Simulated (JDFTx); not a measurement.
An input for JDFTx (a modified build) (V(100), CANDLE, water, 1 M KCl; bohr, hartree) and the course of its log:

```
lattice \
  5.6359191941 0.0000000000 0.0000000000 \
  0.0000000000 5.6359191941 0.0000000000 \
  0.0000000000 0.0000000000 41.5739747418
coords-type Lattice
ion V 0.0000000000 0.0000000000 -0.1355636360 0
ion V 0.5000000000 0.5000000000 -0.0677818180 0
ion V 0.0000000000 0.0000000000 0.0000000000 0
ion V 0.5000000000 0.5000000000 0.0677818180 0
ion V 0.0000000000 0.0000000000 0.1355636360 0
ion-species pseudo/v_pbe_v1.4.upf
elec-cutoff 20 100
elec-ex-corr gga-PBE
coulomb-interaction Slab 001
coulomb-truncation-embed 0 0 0
kpoint-folding 8 8 1
elec-smearing Fermi 0.01
elec-n-bands 45
target-mu -0.106206
electronic-scf nIterations 100 energyDiffThreshold 1e-07
fluid LinearPCM
pcm-variant CANDLE
fluid-solvent H2O
fluid-cation K+ 1
fluid-anion Cl- 1
fluid-minimize nIterations 400 knormThreshold 1e-11
wavefunction read f0.wfns
elec-initial-eigenvals f0.eigenvals
elec-initial-fillings read f0.fillings
fluid-initial-state f0.fluidState
dump-name f0_u0.$VAR
dump End State Ecomponents EigStats BandEigs Forces ElecDensity IonicPositions Fillings Kpoints Dtot FluidDebug BoundCharge FluidDensity
```

```
[one cycle in 5 is shown, and the last three; fluid-solver lines are left out]
	FillingsUpdate:  mu: -0.106206000  nElectrons: 68.950110
SCF: Cycle:  0   G: -348.260892257751095   dG: +3.395e+00   |Residual|: 3.459e-01   |deigs|: 6.534e-10
	FillingsUpdate:  mu: -0.106206000  nElectrons: 65.585730
SCF: Cycle:  5   G: -351.550572268787789   dG: +1.221e-02   |Residual|: 6.053e-02   |deigs|: 3.479e-03
	FillingsUpdate:  mu: -0.106206000  nElectrons: 68.535716
SCF: Cycle: 10   G: -348.865414779453772   dG: +2.568e+00   |Residual|: 3.057e-01   |deigs|: 1.158e-02
	FillingsUpdate:  mu: -0.106206000  nElectrons: 68.190541
SCF: Cycle: 15   G: -349.468137127127761   dG: +5.321e-01   |Residual|: 2.782e-01   |deigs|: 1.859e-03
	FillingsUpdate:  mu: -0.106206000  nElectrons: 65.483864
SCF: Cycle: 20   G: -351.612961771824587   dG: +4.054e-02   |Residual|: 4.032e-02   |deigs|: 1.590e-03
	FillingsUpdate:  mu: -0.106206000  nElectrons: 66.430858
SCF: Cycle: 25   G: -351.209138378265209   dG: +1.078e-01   |Residual|: 1.178e-01   |deigs|: 7.842e-04
	FillingsUpdate:  mu: -0.106206000  nElectrons: 67.561579
SCF: Cycle: 30   G: -350.298862758422615   dG: +1.124e+00   |Residual|: 2.113e-01   |deigs|: 6.421e-03
	FillingsUpdate:  mu: -0.106206000  nElectrons: 67.565882
SCF: Cycle: 35   G: -349.990153003950581   dG: -1.886e-01   |Residual|: 2.374e-01   |deigs|: 7.336e-04
	FillingsUpdate:  mu: -0.106206000  nElectrons: 64.658054
SCF: Cycle: 40   G: -351.611011693571925   dG: -6.276e-02   |Residual|: 3.110e-02   |deigs|: 4.698e-03
	FillingsUpdate:  mu: -0.106206000  nElectrons: 66.337207
SCF: Cycle: 45   G: -351.015236593215946   dG: +4.802e-01   |Residual|: 1.160e-01   |deigs|: 4.646e-03
	FillingsUpdate:  mu: -0.106206000  nElectrons: 62.075249
SCF: Cycle: 50   G: -348.722211805669360   dG: +1.634e+00   |Residual|: 2.363e-01   |deigs|: 4.295e-03
	FillingsUpdate:  mu: -0.106206000  nElectrons: 63.408308
SCF: Cycle: 55   G: -350.285415117381433   dG: -2.665e+00   |Residual|: 1.439e-01   |deigs|: 5.748e-03
	FillingsUpdate:  mu: -0.106206000  nElectrons: 73.888643
SCF: Cycle: 60   G: -333.943640785012121   dG: +1.715e+01   |Residual|: 8.167e-01   |deigs|: 3.549e-02
	FillingsUpdate:  mu: -0.106206000  nElectrons: 74.234327
SCF: Cycle: 65   G: -332.072450790861524   dG: +6.346e+00   |Residual|: 8.554e-01   |deigs|: 8.424e-03
	FillingsUpdate:  mu: -0.106206000  nElectrons: 66.045336
SCF: Cycle: 70   G: -351.448765689708523   dG: +2.058e-01   |Residual|: 7.737e-02   |deigs|: 4.879e-03
	FillingsUpdate:  mu: -0.106206000  nElectrons: 66.548948
SCF: Cycle: 75   G: -351.220291099678718   dG: -4.683e-01   |Residual|: 1.217e-01   |deigs|: 2.839e-03
	FillingsUpdate:  mu: -0.106206000  nElectrons: 69.874668
SCF: Cycle: 80   G: -346.468492236474958   dG: -1.155e+01   |Residual|: 4.246e-01   |deigs|: 1.882e-02
	FillingsUpdate:  mu: -0.106206000  nElectrons: 67.408877
SCF: Cycle: 85   G: -350.722244853505913   dG: -1.003e+00   |Residual|: 1.870e-01   |deigs|: 4.346e-03
	FillingsUpdate:  mu: -0.106206000  nElectrons: 66.784841
SCF: Cycle: 90   G: -351.196895392453428   dG: -4.840e-02   |Residual|: 1.171e-01   |deigs|: 3.186e-04
	FillingsUpdate:  mu: -0.106206000  nElectrons: 65.546172
SCF: Cycle: 95   G: -351.660602827696493   dG: -1.011e-02   |Residual|: 4.714e-03   |deigs|: 6.434e-04
	FillingsUpdate:  mu: -0.106206000  nElectrons: 65.565489
SCF: Cycle: 97   G: -351.659966078034984   dG: +7.152e-04   |Residual|: 5.861e-03   |deigs|: 9.507e-05
	FillingsUpdate:  mu: -0.106206000  nElectrons: 65.618733
SCF: Cycle: 98   G: -351.657005401768515   dG: +2.961e-03   |Residual|: 1.035e-02   |deigs|: 2.508e-04
	FillingsUpdate:  mu: -0.106206000  nElectrons: 65.624201
SCF: Cycle: 99   G: -351.656786902813565   dG: +2.185e-04   |Residual|: 1.097e-02   |deigs|: 3.778e-05
SCF: None of the convergence criteria satisfied after 100 iterations.
IonicMinimize: Iter:   0  G: -351.656786902813565  |grad|_K:  0.000e+00
IonicMinimize: Converged (|grad|_K<1.000000e-04).
```

This run gave no converged result. The electronic loop ended without meeting its threshold, so the last energy, electron count and forces aren't results.
